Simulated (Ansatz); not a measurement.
Level of theory: DFT PBE, scalar-relativistic, plane waves, PAW (Ansatz 0.2.0). All cells share a 420 eV cutoff and Γ-centred k meshes spaced at most about 0.3 Å⁻¹ (about 0.25 or finer for metals, 2π included). No spin polarisation in the final relaxations.

All energies are static (0 K, no zero-point motion).

Two relaxed structures of Mg₃CdS₂:

A.

```xyz
6
Lattice="6.5399 0.0000 0.0000 -3.2699 5.6637 0.0000 0.0000 0.0000 3.5811" Properties=species:S:1:pos:R:3 pbc="T T T"
Mg   -1.6350    2.8318    0.0000
Mg    3.2699    0.0000    0.0000
Mg    1.6350    2.8318    0.0000
Cd    0.0000    0.0000    0.0000
S     3.2699    1.8879    1.7906
S     0.0000    3.7758    1.7906
```

B.

```xyz
6
Lattice="3.1598 1.8243 5.0009 -3.1598 1.8243 5.0009 0.0000 -3.6486 5.0009" Properties=species:S:1:pos:R:3 pbc="T T T"
Mg   -1.5799   -0.9121    5.0009
Mg    1.5799   -0.9121    5.0009
Mg    0.0000    1.8243    5.0009
Cd    0.0000    0.0000    7.5013
S     0.0000    0.0000   11.6394
S     0.0000    0.0000    3.3632
```

Question: Which would you expect to be lower, and how large is the difference?

Answer: A is lower, by 299 meV/atom. A has space group P6/mmm (No. 191), 22.1 Å³/atom and no gap on its mesh; B has space group R-3m (No. 166), 28.8 Å³/atom and no gap. Counting S atoms around Cd and Mg (those within 1.25 times the shortest such distance or 1.15 times the sum of covalent radii; a plus sign parts nearer from farther groups; the shortest distance is added where it is long for a bond), A has Mg 4, Cd 12 from 4.2 Å and B has Mg 2, Cd 6+2 from 3.7 Å. The denser one is the lower, and pressure would at first widen the difference. In A, Mg has 4 S at 2.60 Å, 2 Cd at 3.27 Å and 4 Mg at 3.27 Å; around Cd lie 6 Mg at 3.27 Å and 2 Cd at 3.58 Å; S is surrounded by 6 Mg at 2.60 Å. In B, around Mg lie 2 S at 2.45 Å, 2 Cd at 3.10 Å and 4 Mg at 3.16 Å; around Cd lie 6 Mg at 3.10 Å; S has 3 Mg at 2.45 Å. Both come from invented guesses.

A magnetic state wasn't ruled out in cells without spin, among them P6/mmm. Cells relaxed within their symmetry can be saddle points.
